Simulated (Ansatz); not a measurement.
Li3Ag:
```
Li3Ag
1.0
    0.00000     3.22210     3.22210
    3.22210     0.00000     3.22210
    3.22210     3.22210     0.00000
Li Ag
3 1
Direct
  0.25000   0.25000   0.25000
  0.75000   0.75000   0.75000
  0.50000   0.50000   0.50000
  0.00000   0.00000   0.00000
```

Relaxed with r²SCAN. Special points in fractions of this cell's reciprocal vectors: Γ (0.000, 0.000, 0.000); X (0.500, 0.000, 0.500); U (0.625, 0.250, 0.625); K (0.375, 0.375, 0.750); L (0.500, 0.500, 0.500); W (0.500, 0.250, 0.750).

Task: List the band energies nearest the Fermi level at these points for r²SCAN (plane waves, PAW; program Ansatz).

Result: In eV from the Fermi level; about four levels below and three above (degenerate sets whole), none deeper than 8.9 eV; points with the same levels are listed once.

| k | below | above |
|---|---|---|
| Γ | -4.97 -4.97 -4.97 -4.73 -4.73 | 4.18 4.18 4.18 |
| X | -4.68 -4.68 -4.64 -2.36 -1.40 | 0.19 0.19 3.74 |
| U | -4.72 -4.72 -2.51 -0.98 -0.82 | 0.82 4.58 6.89 |
| L | -4.67 -4.67 -3.22 -2.18 | 3.18 3.18 4.10 4.10 |
| W | -2.38 -0.67 -0.67 -0.25 | 6.11 7.40 7.40 |

Space group Fm-3m. The workflow started from a Materials Project entry (that database holds measured and hypothetical structures alike); the Crystallography Open Database copy checked does not list it. With Li and Ag taken as one species the cell has the higher symmetry Im-3m, so it may be an ordered model of a mixed-site phase. Its standing as an ambient phase is unchecked. The r²SCAN relaxation kept the symmetry of its start; its stability against distortions is not shown here. No spin polarisation was allowed. Scalar-relativistic: spin–orbit coupling is off unless named, which matters more the heavier the elements.

Potentials: the later of the program's two PAW sets.
